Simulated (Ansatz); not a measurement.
Total density of states per atom from the program Ansatz at the r²SCAN level (PAW), in 0.25 eV bins, energy from the valence-band maximum:

(E (eV), states/eV/atom): (-7.86, 0.00); (-7.61, 0.00); (-7.36, 0.00); (-7.11, 0.00); (-6.86, 0.00); (-6.61, 0.00); (-6.36, 0.00); (-6.11, 0.00); (-5.86, 0.09); (-5.61, 0.39); (-5.36, 0.81); (-5.11, 0.80); (-4.86, 1.41); (-4.61, 0.90); (-4.36, 0.77); (-4.11, 1.26); (-3.86, 1.13); (-3.61, 0.91); (-3.36, 0.79); (-3.11, 1.09); (-2.86, 1.09); (-2.61, 1.15); (-2.36, 1.18); (-2.11, 0.91); (-1.86, 1.09); (-1.61, 1.34); (-1.36, 1.18); (-1.11, 0.73); (-0.86, 0.94); (-0.61, 1.10); (-0.36, 0.87); (-0.11, 0.24); (0.14, 0.00); (0.39, 0.00); (0.64, 0.00); (0.89, 0.07); (1.14, 0.34); (1.39, 0.46); (1.64, 0.49); (1.89, 0.73); (2.14, 0.86); (2.39, 0.76); (2.64, 0.44); (2.89, 0.18); (3.14, 0.22); (3.39, 0.89); (3.64, 0.39); (3.89, 0.44); (4.14, 0.26); (4.39, 0.51); (4.64, 0.35); (4.89, 0.62); (5.14, 0.06); (5.39, 0.32); (5.64, 0.33)

**Question.** Which compound is it?
A. NiTe2Pd2, Ibam (Ni on 4a, Te on 8j, Pd on 8j)
B. WSe2, anatase
C. MgSe2, Pa-3 (Mg on 4a, Se on 8c)
D. Ta2Pd3Se8, Pbam (Pearson symbol oP26)

**Answer.** D, Ta2Pd3Se8, Pbam (Pearson symbol oP26). Top 1 eV of the valence band: Se 4p 64 %, Pd 4d 23 %, Ta 5d 10 %. Bottom 1 eV of the conduction band: Se 4p 47 %, Ta 5d 26 %, Pd 4d 20 %. Projections are on Löwdin-orthogonalised atomic valence shells; empty p or d shells of many metals are not among them.

The workflow started from a Materials Project entry (that database holds measured and hypothetical structures alike); the Crystallography Open Database copy checked does not list it. Its standing as an ambient phase is unchecked. The r²SCAN relaxation kept the symmetry of its start; its stability against distortions is not shown here. No spin polarisation was allowed. Spin–orbit coupling is left out wherever it is not named.

Potentials: the later of the program's two PAW sets.
